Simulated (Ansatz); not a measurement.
KNiF₃:
```yaml
crystal:
  lattice:
    - [0.00000, 3.99567, 3.99567]
    - [3.99567, 0.00000, 3.99567]
    - [3.99567, 3.99567, 0.00000]
  atoms:
    - { symbol: K, position: [0.75000, 0.75000, 0.75000] }
    - { symbol: Ni, position: [0.00000, 0.00000, 0.00000] }
    - { symbol: F, position: [0.25000, 0.25000, 0.75000] }
    - { symbol: F, position: [0.25000, 0.75000, 0.75000] }
    - { symbol: F, position: [0.25000, 0.75000, 0.25000] }
    - { symbol: K, position: [0.25000, 0.25000, 0.25000] }
    - { symbol: Ni, position: [0.50000, 0.50000, 0.50000] }
    - { symbol: F, position: [0.75000, 0.75000, 0.25000] }
    - { symbol: F, position: [0.75000, 0.25000, 0.25000] }
    - { symbol: F, position: [0.75000, 0.25000, 0.75000] }
```
The run is spin-polarised.

This is the r²SCAN-relaxed structure.

Problem. All from the program Ansatz at the r²SCAN level (PAW), unless another level is named. Estimate the magnetic order.

Solution. antiferromagnetic.

Problem. Give the Bader charges.

Solution. K +0.90, Ni +1.46, F -0.79 e.

Space group Pm-3m (cubic perovskite). The workflow started from an entry of the Crystallography Open Database (COD). Its standing as an ambient phase is unchecked. Symmetry was held in the r²SCAN relaxation, as lowered by the spin order; its stability against distortions is not shown here. Magnetic state: antiferromagnetic, chosen from 4 collinear starts compared on coarse meshes (ties went to the first, and starts can fall back to one state), not a proven ground state. Other orbital occupations within this spin state were not tried. No Hubbard U is applied.

Potentials: the later of the program's two PAW sets.
